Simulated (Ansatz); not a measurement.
GeMo:
```xyz
6
Lattice="5.4111 0.0000 0.0000 -2.7055 4.6861 0.0000 0.0000 0.0000 4.3344" Properties=species:S:1:pos:R:3 pbc="T T T"
Mo     2.7055     0.0000     0.0000
Mo     1.3528     2.3431     0.0000
Mo    -1.3528     2.3431     0.0000
Ge     0.0000     0.0000     0.0000
Ge     0.0000     3.1241     2.1672
Ge     2.7055     1.5620     2.1672
```

Relaxed with PBE. Special points in fractions of this cell's reciprocal vectors: Γ (0.000, 0.000, 0.000); M (0.500, 0.000, 0.000); K (0.333, 0.333, 0.000); A (0.000, 0.000, 0.500); L (0.500, 0.000, 0.500); H (0.333, 0.333, 0.500).

**Question.** List the band energies nearest the Fermi level at these points for DFT-PBE in the program Ansatz with PAW potentials.

**Answer.** In eV from the Fermi level; about four levels below and three above (degenerate sets whole), none deeper than 8.9 eV; points with the same levels are listed once.

| k | below | above |
|---|---|---|
| Γ | -1.99 -1.99 -1.98 -1.98 | 1.06 1.06 1.32 |
| M | -1.41 -0.87 -0.38 -0.36 | 1.13 1.48 1.67 |
| K | -0.94 -0.94 -0.40 -0.40 | 0.67 1.97 2.18 2.18 |
| A | -0.96 -0.96 -0.88 -0.62 | 0.07 0.07 1.17 |
| L | -1.36 -1.07 -0.69 -0.43 | 0.05 0.42 1.04 |
| H | -1.35 -1.35 -0.39 -0.07 0.00 | 0.28 0.28 0.37 0.37 |

Space group P6/mmm. The cell is a constructed one: a structure type filled with these elements; neither database checked (COD, Materials Project) lists it. Whether it is the stable phase at ambient conditions was not checked. The PBE relaxation kept the symmetry of its start; whether a distortion lowers the energy is not shown. No spin polarisation was allowed. Scalar-relativistic: spin–orbit coupling is off unless named, which matters more the heavier the elements.

Potentials: the later of the program's two PAW sets.
